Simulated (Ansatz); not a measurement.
Consider the following.

RuW:
```cif
data_RuW
_chemical_formula_sum 'Ru1 W1'
_space_group_name_H-M_alt 'P 1'
_space_group_IT_number 1
_cell_length_a 2.75675
_cell_length_b 2.75675
_cell_length_c 4.41680
_cell_angle_alpha 90.000
_cell_angle_beta 90.000
_cell_angle_gamma 120.000
loop_
_space_group_symop_operation_xyz
  'x, y, z'
loop_
_atom_site_label
_atom_site_type_symbol
_atom_site_fract_x
_atom_site_fract_y
_atom_site_fract_z
_atom_site_occupancy
Ru1 Ru 0.00000 0.00000 0.50000 1
W1 W 0.66667 0.33333 0.00000 1
```

This is the PBEsol-relaxed structure.

Task: All from PBEsol in the plane-wave PAW code Ansatz, unless another level is named. Estimate the density of states at the Fermi level.

Result: 0.83 states/eV per atom (mean over ±0.08 eV).

Task: Predict the formation energy from the elements (no fitted shifts).

Result: 0.090 eV/atom.

Space group P-6m2. The first step of the workflow began from a Materials Project structure, measured or hypothetical; the Crystallography Open Database copy checked does not list it. With Ru and W taken as one species the cell has the higher symmetry P6_3/mmc, so it may be an ordered model of a mixed-site phase. Its standing as an ambient phase is unchecked. The cell was relaxed with PBEsol under the symmetry of its start; its stability against distortions is not shown here. No spin polarisation was allowed. The references are the lowest solids computed at this level, not always the standard phases. Scalar-relativistic: spin–orbit coupling is off unless named, which matters more the heavier the elements.

Potentials: the later of the program's two PAW sets.
